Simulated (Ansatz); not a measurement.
According to r²SCAN (plane waves, PAW; program Ansatz), InGaSbAs in the orthorhombic phase (Pmm2; Pearson symbol oP8) relaxes to a = 4.317 Å, b = 4.331 Å, c = 12.274 Å. In on 1a has 4 nearest neighbours from 2.65 Å (tetrahedral); As on 1b has 4 nearest neighbours from 2.65 Å (tetrahedral); In on 1d has 4 nearest neighbours from 2.65 Å (tetrahedral); As on 1c has 4 nearest neighbours from 2.53 Å (tetrahedral).

Electronic character: no gap, with almost no states at the Fermi level (zero-gap or semimetallic).

Bader charges are In +0.67 to +0.83, As -0.83 to -0.78, Ga +0.39 to +0.57, Sb -0.46 to -0.38 e.

The start of the workflow was typed in or built on a structure type; neither database checked (COD, Materials Project) lists it. Its standing as an ambient phase is unchecked. The cell was relaxed with r²SCAN under the symmetry of its start; whether a distortion lowers the energy is not shown. Spin–orbit coupling is left out wherever it is not named.

Potentials: the earlier of the program's two PAW sets.
